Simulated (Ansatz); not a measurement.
# Profile along the Pd–Pd line in Pd (fcc, Cu type)

Pd (fcc, Cu type), conventional cell a = b = c = 3.9083 Å, α = β = γ = 90.00°. The calculation uses the primitive cell of 1 atom, to which meshes and values per cell refer.

Fields along a shortest Pd–Pd line of a {110} plane (2.76 Å), from Pd to Pd, interpolated on the slice's grid (step about 0.1 Å). All values below come from r2SCAN (plane waves to 500 eV, PAW, scalar-relativistic; Ansatz, a program for electronic structure). k mesh 20×20×20. These are valence fields of a PAW run, semicore shells included where kept as valence: close to a nucleus they are smooth pseudo fields. Pd is run without spin polarisation. Pd was relaxed with its symmetry unable to fall.

```csv
distance from Pd (Å),valence electron density (e/Å³),electron localisation function
0.00,13.77,x
0.28,12.43,x
0.55,6.91,0.54
0.83,1.64,0.42
1.10,0.45,0.21
1.38,0.29,0.19
1.66,0.45,0.21
1.93,1.64,0.42
2.21,6.91,0.54
2.48,12.43,x
2.76,13.77,x
```

x: too close to a nucleus for the ELF to mean much.

Density on the Pd–Pd line (2.76 Å) at its midpoint: 0.29 e/Å³. ELF at that point: 0.2.
